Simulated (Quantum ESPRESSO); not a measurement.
## Kohn-Sham bands of MgO (rock salt)

```
CELL_PARAMETERS angstrom
      0.00000     2.09700     2.09700
      2.09700     0.00000     2.09700
      2.09700     2.09700     0.00000
ATOMIC_POSITIONS crystal
  Mg 0.00000 0.00000 0.00000
  O  0.50000 0.50000 0.50000
```

Structure: Materials Project mp-1265, symmetrised, not relaxed again. COD (Crystallography Open Database) has an entry of this formula and space group (matched by these alone). Computed values, not measurements, from LDA: Quantum ESPRESSO (norm-conserving PseudoDojo potentials, cutoff 68 Ry, no spin polarisation, no spin-orbit coupling) on a Γ-centred 12×12×12 mesh, then Wannier90. Density: 12×12×12 mesh, cold smearing 0.01 Ry.

Task: List the Kohn-Sham levels between −8 and 7.8 eV relative to the valence-band maximum at the high-symmetry points, as a band run of pw.x on that density gives them (levels within 2 meV counted together).

Result: 
```
point  k (reciprocal lattice)          levels (eV)
-----  ----------------------  -------------------
Γ           0.000 0.000 0.000      0.00 (×3), 4.81
X           0.500 0.000 0.500    -4.15, -1.37 (×2)
U           0.625 0.250 0.625  -3.56, -2.77, -1.16
K           0.375 0.375 0.750  -3.56, -2.77, -1.16
L           0.500 0.500 0.500    -4.73, -0.66 (×2)
W           0.500 0.250 0.750    -3.01 (×2), -1.82
```
